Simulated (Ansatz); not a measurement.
Relaxed Ge (diamond):

```yaml
crystal:
  lattice:
    - [0.00000, 5.76168, 5.76168]
    - [2.88084, 0.00000, 2.88084]
    - [2.88084, 2.88084, 0.00000]
  atoms:
    - { symbol: Ge, position: [0.25000, 0.50000, 0.50000] }
    - { symbol: Ge, position: [0.75000, 0.50000, 0.50000] }
    - { symbol: Ge, position: [0.37500, 0.75000, 0.75000] }
    - { symbol: Ge, position: [0.87500, 0.75000, 0.75000] }
```

The atoms are displaced by Q × the pattern below (from a DFPT mode at L = (0.5, 0.0, 0.0), largest move 1; Q in Å), at fixed cell. (q is in reciprocal vectors of the primitive cell; the cell shown is doubled to hold the pattern.)

```json
[
 {"atom": "Ge1", "x": "-0.577", "y": "0.577", "z": "0.577"},
 {"atom": "Ge2", "x": "0.577", "y": "-0.577", "z": "-0.577"},
 {"atom": "Ge3", "x": "0.577", "y": "-0.577", "z": "-0.577"},
 {"atom": "Ge4", "x": "-0.577", "y": "0.577", "z": "0.577"}
]
```

These are PBE (plane waves to 420 eV, PAW, scalar-relativistic; Ansatz, a quantum-chemistry and plane-wave program) values and carry that method's errors. k mesh 7×14×14 (Γ-centred), Fermi-Dirac smearing 0.05 eV. Energies are smeared free energies. With partly filled bands, energies and forces of such displacements shift with the k mesh and the smearing. Ge was relaxed with its symmetry unable to fall. The zero of ΔE is the undisplaced structure.

```json
[
 {"Q (Å)": "-0.100", "ΔE (meV/cell)": "221"},
 {"Q (Å)": "-0.067", "ΔE (meV/cell)": "100"},
 {"Q (Å)": "-0.033", "ΔE (meV/cell)": "25"},
 {"Q (Å)": "0.000", "ΔE (meV/cell)": "0"},
 {"Q (Å)": "0.033", "ΔE (meV/cell)": "25"},
 {"Q (Å)": "0.067", "ΔE (meV/cell)": "100"},
 {"Q (Å)": "0.100", "ΔE (meV/cell)": "221"}
]
```

Problem. Which DFPT wavenumber at L = (0.5, 0.0, 0.0) belongs to this mode?
A) 208 cm⁻¹
B) 264 cm⁻¹
C) 59 cm⁻¹

Solution. A, 208 cm⁻¹. The curvature of the scan gives 208 cm⁻¹

(A displaced cell: forces are minus the slopes of the energy, force constants its curvatures, and phonons follow from these.)
